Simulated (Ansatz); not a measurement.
Relaxed CdS (zinc blende):

```xyz
2
Lattice="0.0000 2.9389 2.9389 2.9389 0.0000 2.9389 2.9389 2.9389 0.0000" Properties=species:S:1:pos:R:3 pbc="T T T"
S      4.4084     4.4084     4.4084
Cd     0.0000     0.0000     0.0000
```

In this cell atom 1 (S, nearest neighbour Cd at 2.545 Å; its periodic images, 4.2 Å or more away, move with it) is moved by u·(0.707, 0.707, 0.000) + v·(0.000, 0.000, 1.000); the rest is frozen.

Method: r2SCAN (plane waves to 500 eV, PAW, scalar-relativistic; Ansatz, a quantum-chemistry and plane-wave program). k mesh 8×8×8 (Γ-centred), Fermi-Dirac smearing 0.05 eV. Energies are smeared free energies. Points where atoms come too close for the PAW data are left out (x in tables, blank in figures). CdS was relaxed with its symmetry unable to fall.

Changes of ΔE (meV/cell) from the point u = 0.000 Å, v = 0.000 Å when one coordinate moves alone (two changes are said to add if the coupling is within 5 % of the smaller one, nearly so within 20 %):

```tsv
point	change
u = 0.000 Å, v = -0.640 Å	849.6
u = 0.000 Å, v = -0.320 Å	235.6
u = -0.640 Å, v = 0.000 Å	1298.1
u = -0.320 Å, v = 0.000 Å	265.0
u = 0.320 Å, v = 0.000 Å	265.0
u = 0.640 Å, v = 0.000 Å	1298.1
u = 0.000 Å, v = 0.320 Å	235.6
u = 0.000 Å, v = 0.640 Å	849.6
```

**Question.** Do the two effects add at u = -0.320 Å, v = -0.640 Å? Give the computed change.

**Answer.** The sum of the single changes is 265.0 + (849.6) = 1114.6; the calculation gives 755.8, so the coupling contributes -358.8 (over 20 % of the smaller single change, not additive).

**Question.** What is the change at u = 0.320 Å, v = 0.320 Å, where both move, and how far is it from the sum?

**Answer.** The sum of the single changes is 265.0 + (235.6) = 500.6; the calculation gives 956.6, so the coupling contributes 456.0 (over 20 % of the smaller single change, not additive).

**Question.** What is the change at u = 0.640 Å, v = -0.640 Å, where both move, and how far is it from the sum?

**Answer.** The sum of the single changes is 1298.1 + (849.6) = 2147.7; the calculation gives 565.5, so the coupling contributes -1582.2 (over 20 % of the smaller single change, not additive).

(A displaced cell: forces are minus the slopes of the energy, force constants its curvatures, and phonons follow from these.)
